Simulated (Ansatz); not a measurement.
LuZn (CsCl type, Pm-3m) under volume change, r²SCAN in the plane-wave PAW code Ansatz, scaled uniformly.

```csv
V (Å³/atom),E − E(relaxed) (meV/atom),P (GPa)
18.844,45.7,8.52
19.465,19.2,5.23
20.087,4.6,2.41
20.708,0.0,0.00
21.329,4.1,-2.06
21.950,15.6,-3.83
22.572,33.5,-5.36
```

**Question.** What does a third-order Birch–Murnaghan fit give for V₀, B₀ and B′?

**Answer.** V₀ = 20.71 Å³/atom, B₀ = 74.3 GPa, B′ = 4.1.

The workflow started from an entry of the Crystallography Open Database (COD). Its standing as an ambient phase is unchecked. The r²SCAN relaxation kept the symmetry of its start; its stability against distortions is not shown here. Scalar-relativistic: spin–orbit coupling is off unless named, which matters more the heavier the elements.

Potentials: the later of the program's two PAW sets.
